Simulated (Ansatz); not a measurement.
Here is the system:

AlSn2Sb:
```
AlSn2Sb
1.0
    2.29132     1.32290     7.40846
   -2.29132     1.32290     7.40846
    0.00000    -2.64579     7.40846
Al Sb Sn
1 1 2
Direct
  0.99164   0.99164   0.99164
  0.11584   0.11584   0.11584
  0.50627   0.50627   0.50627
  0.63628   0.63628   0.63628
```

This is the PBE-relaxed structure.

**Question.** All from PBE (plane waves, PAW; program Ansatz), unless another level is named. Give the electronic character.

**Answer.** metallic (no gap).

**Question.** Next, the density of states at the Fermi level?

**Answer.** 0.15 states/eV per atom (mean over ±0.08 eV).

**Question.** Give the formation energy from the elements (no fitted shifts).

**Answer.** 0.049 eV/atom.

Space group R3m. The start of the workflow was typed in or built on a structure type; neither database checked (COD, Materials Project) lists it. Its standing as an ambient phase is unchecked. The PBE relaxation kept the symmetry of its start; its stability against distortions is not shown here. The volume moved by 37 % from the start of the relaxation. The references are the lowest solids computed at this level, not always the standard phases. Spin–orbit coupling is left out wherever it is not named.

Potentials: the earlier of the program's two PAW sets.
